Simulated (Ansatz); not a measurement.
# How much do the gradients of MoS2 depend on the method?

Cell: an entry of the Crystallography Open Database (COD) whose atoms were relaxed with PBE, the cell held.

Space group P6_3/mmc (No. 194); a = 3.1400, c = 12.5300 Å, γ = 120.00°.

| site | Wyckoff | site symmetry | x | y | z |
| --- | --- | --- | --- | --- | --- |
| Mo | 2c | -6m2 | 0.3333 | 0.6667 | 0.2500 |
| S | 4f | 3m. | 0.3333 | 0.6667 | 0.6245 |

One atom of each set is listed.

First run. Method: Kohn–Sham DFT in Ansatz, PBE, plane waves and PAW, scalar-relativistic, collinear spin, 420 eV cutoff, Γ-centred 16×16×4 k-points, Fermi–Dirac smearing 0.02 eV. Start moments as typed (μB): 2 on each Mo, none on the rest.

```tsv
site	V_zz (10²¹ V/m²)	η
Mo	-7.15	0.00
S	-5.18	0.00
```

Second run. The same atoms and settings, except that the functional is PBEsol.

(1) Given the first result, estimate the second.

Answers

(1) 

| site | V_zz | η | change of V_zz |
| --- | --- | --- | --- |
| Mo | -7.10 | 0.00 | +0.05 |
| S | -5.19 | 0.00 | -0.01 |

The largest change of V_zz is on Mo, from -7.15 to -7.10. In per cent, |V_zz| changes by -1 on Mo, 0 on S (all sites that start above 0.5).

Without spin–orbit coupling (the program notes it for Mo) the gradients can shift somewhat, as the gap is small. The start moments die out, and the run ends without spin.
For the second run: The largest force is 0.3 eV/Å, so the atoms aren't at the calculated equilibrium and relaxing them would move these values.
